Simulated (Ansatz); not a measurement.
**ZrTi3C4: stable or not**

The structure comes from a generated guess, relaxed at this level; another structure or a mixture of phases may lie lower.

The calculation used DFT PBE, scalar-relativistic, plane waves, PAW in Ansatz. Cutoff 420 eV, Γ-centred 12×12×12 mesh (8-atom cell), Gaussian smearing of 0.10 eV, no spin polarisation.

```cif
data_structure
_symmetry_space_group_name_H-M 'I4/mmm'
_symmetry_Int_Tables_number 139
_cell_length_a 4.4485
_cell_length_b 4.4485
_cell_length_c 8.8582
_cell_angle_alpha 90.000
_cell_angle_beta 90.000
_cell_angle_gamma 90.000
_cell_volume 175.30
loop_
_atom_site_label
_atom_site_type_symbol
_atom_site_symmetry_multiplicity
_atom_site_Wyckoff_symbol
_atom_site_fract_x
_atom_site_fract_y
_atom_site_fract_z
_atom_site_occupancy
Zr1 Zr 2 b 0.50000 0.50000 0.00000 1
Ti1 Ti 2 a 0.00000 0.00000 0.00000 1
Ti2 Ti 4 d 0.00000 0.50000 0.25000 1
C1 C 4 e 0.00000 0.00000 0.24394 1
C2 C 4 c 0.50000 0.00000 0.00000 1
```

Energies over the elements count from the elements' standard structures at the same level, with no fitted energy shifts.

Question: These tests were run: energy against the elements; random kick, then relaxation without symmetry; phonons on a 2×2×2 q mesh; elastic tensor. What do they show?

Answer:

| test | result |
| --- | --- |
| energy against the elements | −0.77 eV/atom |
| random kick, then relaxation without symmetry | returns |
| phonons on a 2×2×2 q mesh | no imaginary mode on the mesh |
| elastic tensor | least eigenvalue 158 GPa |

It fails none of these tests. Whether a mixture of other phases lies lower isn't tested here.

The reference form of C is held partly by dispersion forces, which this level lacks. The kick test ran on a coarse mesh. The run for the phonons used a 12×12×12 k mesh and Fermi–Dirac smearing of 0.15 eV. The run for the elastic tensor used a 12×12×12 k mesh and Fermi–Dirac smearing of 0.15 eV.
